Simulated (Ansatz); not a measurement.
Starting structure of a cell relaxation (symmetry kept):

```
Cu Pt
1.0
     1.37009    0.79102    4.31013
    -1.37009    0.79102    4.31013
     0.00000   -1.58204    4.31013
Cu Pt
1 1
Direct
  0.00000 0.00000 0.00000
  0.50000 0.50000 0.50000
```

The calculation used DFT PBEsol, scalar-relativistic, plane waves, PAW (Ansatz).

Plane waves to 420 eV, a k mesh through Γ of 18×18×18 on the computed 2-atom cell and Gaussian smearing (0.10 eV); no spin polarisation.

Problem. What does it relax to?

Solution. The volume falls by 0.61 Å³/atom to 13.40 Å³/atom, and the energy falls by 18.0 meV/atom. Final structure:
Space group R-3m:H (No. 166). a = 2.702 Å, b = 2.702 Å, c = 12.723 Å, α = 90.00°, β = 90.00°, γ = 120.00°
```tsv
atom	site	symmetry	x	y	z
Cu	3a	-3m	0.0000	0.0000	0.0000
Pt	3b	-3m	0.6667	0.3333	0.8333
```

Spin–orbit coupling is left out, which can shift energies with elements as heavy as these.

Cost: 1 run of about 1.7 core-minutes, on Arm Neoverse V2 (shared hosts).